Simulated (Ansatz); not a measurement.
Cell and atoms are relaxed with the symmetry kept. Start:

```
Sn Bi
1.0
    -2.36418    2.36418    5.59789
     2.36418   -2.36418    5.59789
     2.36418    2.36418   -5.59789
Sn Bi
1 3
Cartesian
  0.0000 0.0000 0.0000
  0.0000 0.0000 5.5979
  2.3642 0.0000 2.7989
  0.0000 2.3642 2.7989
```

All numbers below come from DFT LDA, scalar-relativistic, plane waves, PAW (Ansatz 0.2.0).

Settings: cutoff 420 eV, Γ-centred mesh 12×12×12 on the computed 4-atom cell, Gaussian smearing of 0.10 eV; no spin polarisation.

Problem. What does it relax to?

Solution. The volume falls by 2.36 Å³/atom to 28.93 Å³/atom, and the energy falls by 30.5 meV/atom. Final structure:
```cif
data_structure
_symmetry_space_group_name_H-M 'I4/mmm'
_symmetry_Int_Tables_number 139
_cell_length_a 4.6131
_cell_length_b 4.6131
_cell_length_c 10.8760
_cell_angle_alpha 90.000
_cell_angle_beta 90.000
_cell_angle_gamma 90.000
_cell_volume 231.45
loop_
_atom_site_label
_atom_site_type_symbol
_atom_site_symmetry_multiplicity
_atom_site_Wyckoff_symbol
_atom_site_fract_x
_atom_site_fract_y
_atom_site_fract_z
_atom_site_occupancy
Sn1 Sn 2 a 0.00000 0.00000 0.00000 1
Bi1 Bi 2 b 0.50000 0.50000 0.00000 1
Bi2 Bi 4 d 0.50000 0.00000 0.25000 1
```

Spin–orbit coupling is left out, which can shift energies with elements as heavy as these.

Cost: 1 run of about 3.8 core-minutes, on Intel Xeon Processor @ 2.70GHz (shared hosts).